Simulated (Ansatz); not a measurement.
Input file for Ansatz (a first-principles code):

Ansatz 0.2 input:
```yaml
crystal:
  lattice:
    - [0.0, 2.726729522, 2.726729522]
    - [2.726729522, 0.0, 2.726729522]
    - [2.726729522, 2.726729522, 0.0]
  atoms:
    - { symbol: Cd, position: [0.0, 0.0, 0.0] }
    - { symbol: S, position: [0.5, 0.5, 0.5] }
kpoints:
  mp_grid: { grid: [8, 8, 8] }
hamiltonian:
  xc: r2scan
  pseudopotentials: { kind: paw }
scf:
  occupations: { method: fixed }
output:
  optics: { e_range: [0.0, 15.0], de: 0.05, sigma: 0.1, bands: { spectra_wanted_up_to: 12 eV } }
```

Output (shortened):

```
output.optics: the spectra are integrated over the Brillouin zone by k·p interpolation around the k-points, where levels, occupations, output.optics.sigma and …
Pseudopotential: Cd, paw, valence charge 20
Pseudopotential: S, paw, valence charge 6
Functional definition: r2SCAN
Crystal: 2 atoms, lattice volume = 40.547 Å³
Basis set: ecut = 500 eV, 965 PW (Γ), exchange–correlation on 120×120×120 points (64 copies of the dense FFT grid, shifted against one another)
Bands: 17, of which v1, the nominal top of the filled ones, is band 13 counted from 1 (12 counted from 0)
Symmetry: 48 space group operations
Space group: Fm-3m (ITA 225), of the structure as read, at distance tolerance 3.4e-5 Å
k-points: 29 of 512
SCF iter   1: F=—  HF=-9175.440063 eV  |F-HF|=—  |Δ(HF+E_count)|=         —  Δρ=7.57e-3  dr2=1.29e-2  dr2_τ=1.69e-2  ethr=1.77e-3  ⟨swp⟩=4.7  Hψ=2116  notcnv=0  defer=50
preconditioner: auto → none
SCF iter   2: F=—  HF=-9175.453415 eV  |F-HF|=—  |Δ(HF+E_count)|=   1.34e-2  Δρ=3.76e-3  dr2=2.46e-3  dr2_τ=5.09e-4  ethr=4.94e-5  ⟨swp⟩=2.9  Hψ=1153  notcnv=0  defer=53
SCF iter   3: F=—  HF=-9175.454673 eV  |F-HF|=—  |Δ(HF+E_count)|=   1.26e-3  Δρ=9.13e-4  dr2=2.32e-4  dr2_τ=8.99e-6  ethr=9.47e-6  ⟨swp⟩=2.9  Hψ=815  notcnv=0  defer=53
SCF iter   4: F=—  HF=-9175.454652 eV  |F-HF|=—  |Δ(HF+E_count)|=   2.09e-5  Δρ=1.68e-4  dr2=1.22e-5  dr2_τ=1.46e-6  ethr=8.92e-7  ⟨swp⟩=2.0  Hψ=930  notcnv=0  defer=53
SCF iter   5: F=—  HF=-9175.454661 eV  |F-HF|=—  |Δ(HF+E_count)|=   9.06e-6  Δρ=3.89e-5  dr2=3.52e-7  dr2_τ=3.27e-8  ethr=4.71e-8  ⟨swp⟩=2.0  Hψ=725  notcnv=0
SCF iter   6: F=—  HF=-9175.454646 eV  |F-HF|=—  |Δ(HF+E_count)|=   1.50e-5  Δρ=1.37e-5  dr2=9.09e-8  dr2_τ=2.52e-9  ethr=1.36e-9  ⟨swp⟩=2.0  Hψ=754  notcnv=0
SCF iter   7: F=—  HF=-9175.454646 eV  |F-HF|=—  |Δ(HF+E_count)|=   9.26e-9  Δρ=3.33e-6  dr2=5.23e-9  dr2_τ=1.44e-10  ethr=3.50e-10  ⟨swp⟩=2.1  Hψ=681  notcnv=0
SCF iter   8: F=—  HF=-9175.454646 eV  |F-HF|=—  |Δ(HF+E_count)|=  6.38e-10  Δρ=3.44e-7  dr2=5.44e-11  dr2_τ=1.12e-12  ethr=2.01e-11  ⟨swp⟩=2.0  Hψ=758  notcnv=0
SCF iter   9: F=-9175.454646 eV  HF=-9175.454646 eV  |F-HF|=1.82e-12  |Δ(HF+E_count)|=  7.28e-12  Δρ=2.88e-8  dr2=3.10e-13  dr2_τ=4.20e-14  ethr=1.00e-12  ⟨swp⟩=4.2  Hψ=1723  notcnv=0
SCF 1 converged in 9 iterations: F = -9175.454646 eV  dr2 = 3.10e-13
NSCF: frozen V_eff on 29 k-points
Optics k sum: 0 of 29 k-points
Optics k sum: 2 of 29 k-points
Optics k sum: 3 of 29 k-points
Optics k sum: 5 of 29 k-points
Optics k sum: 6 of 29 k-points
Optics k sum: 8 of 29 k-points
Optics k sum: 9 of 29 k-points
Optics k sum: 11 of 29 k-points
Optics k sum: 12 of 29 k-points
Optics k sum: 14 of 29 k-points
Optics k sum: 15 of 29 k-points
Optics k sum: 16 of 29 k-points
Optics k sum: 18 of 29 k-points
Optics k sum: 19 of 29 k-points
Optics k sum: 21 of 29 k-points
Optics k sum: 22 of 29 k-points
Optics k sum: 24 of 29 k-points
Optics k sum: 25 of 29 k-points
Optics k sum: 27 of 29 k-points
Optics k sum: 28 of 29 k-points
Optics k sum: 29 of 29 k-points
Optics k sum: 0 of 29 k-points
Optics k sum: 2 of 29 k-points
Optics k sum: 3 of 29 k-points
Optics k sum: 5 of 29 k-points
Optics k sum: 6 of 29 k-points
Optics k sum: 8 of 29 k-points
Optics k sum: 9 of 29 k-points
Optics k sum: 11 of 29 k-points
Optics k sum: 12 of 29 k-points
Optics k sum: 14 of 29 k-points
Optics k sum: 15 of 29 k-points
Optics k sum: 16 of 29 k-points
Optics k sum: 18 of 29 k-points
Optics k sum: 19 of 29 k-points
Optics k sum: 21 of 29 k-points
Optics k sum: 22 of 29 k-points
Optics k sum: 24 of 29 k-points
Optics k sum: 25 of 29 k-points
Optics k sum: 27 of 29 k-points
Optics k sum: 28 of 29 k-points
Optics k sum: 29 of 29 k-points
output.optics: what the bands over the 26 summed would add to eps1, eps2 and the energy-loss function is held between a lower and an upper bound (8 Lanczos …
SCF converged after 9 iterations
Free energy (F): -9175.454646 eV
Harris-Foulkes:  -9175.454646 eV  (|F-HF|=1.82e-12)
Internal energy: -9175.454646 eV  (E = F + TS)
E sigma→0 (E₀):  -9175.454646 eV
Fermi energy:    9.606726 eV
--- Per-component energies (eV) ---
  E_band       = -463.169460
  E_kinetic    = 612.345636
  E_local      = -3526.898154  (includes V_loc(G=0)·N_el)
  E_nonlocal   = 64.174819
  E_hartree    = 1637.026655
  E_xc         = -260.114310
  E_vxc        = -339.839794  (∫ρ·V_xc dr)
  E_paw        = -4716.886601  (= ΣΔE_a)
  E_vpaw       = -568.335468  (= ΣTr[D̂ρ^β])
  E_aug_tail   = 0.000007  (compensation charges beyond the density's cutoff)
  E_vtau       = 21.330186  (kinetic-family band-sum trace: ∫τ·v_τ [+ j·A + Jᵃ·Aᵃ] dr)
  E_ewald      = -2984.428161
  E_core_change = -0.674537  (= ΣΔE_core)
  E_smearing   =  0.000000  (= −TS)
  E_closure    = 0.000000  (closes the sum)
  Σ components = -9175.454646   (vs F -9175.454646, Δ=0.00e0)
  [band-id]    e_kinetic+e_local+e_nonlocal+2·e_hartree+e_vxc+e_vpaw+e_augmentation_tail+e_vtau = -463.169457   (vs E_band -463.169460, Δ=3.22e-6)
--- Band table (eV; the first three rows and the last of 29) ---
  k-point 0: bands = ["-94.7742", "-54.9435", "-54.9435", "-54.9435", "-3.7262", "1.7049", "1.7049", "1.7049", "1.7092", "1.7092", "8.8232", "8.8232", "8.8232", "11.2105", "19.2838", "19.2838", "19.2838"]
  k-point 1: bands = ["-94.7743", "-54.9437", "-54.9435", "-54.9435", "-3.5882", "1.6577", "1.6577", "1.6896", "1.7347", "1.7347", "7.7528", "8.9272", "8.9272", "12.2774", "18.1115", "19.0420", "19.0420"]
  k-point 2: bands = ["-94.7743", "-54.9444", "-54.9436", "-54.9436", "-3.2186", "1.5392", "1.5392", "1.6339", "1.8064", "1.8064", "6.2248", "9.1899", "9.1899", "13.5590", "17.0094", "17.6512", "17.6512"]
  k-point 28: bands = ["-94.7742", "-54.9447", "-54.9447", "-54.9442", "-2.6550", "1.5528", "1.7078", "1.7078", "1.9745", "2.5171", "6.3176", "6.3176", "6.8006", "13.4959", "17.0324", "17.7859", "17.7859"]
```

Cost: about 40 core-seconds (a rough figure) on shared cores.

This is a known high-pressure phase of the composition, computed here at zero pressure and temperature. The r²SCAN relaxation kept the symmetry of its start; phonons on a q-mesh show no instability. Scalar-relativistic: spin–orbit coupling is off unless named, which matters more the heavier the elements.

Potentials: the later of the program's two PAW sets.

Ansatz is a plane-wave DFT program.
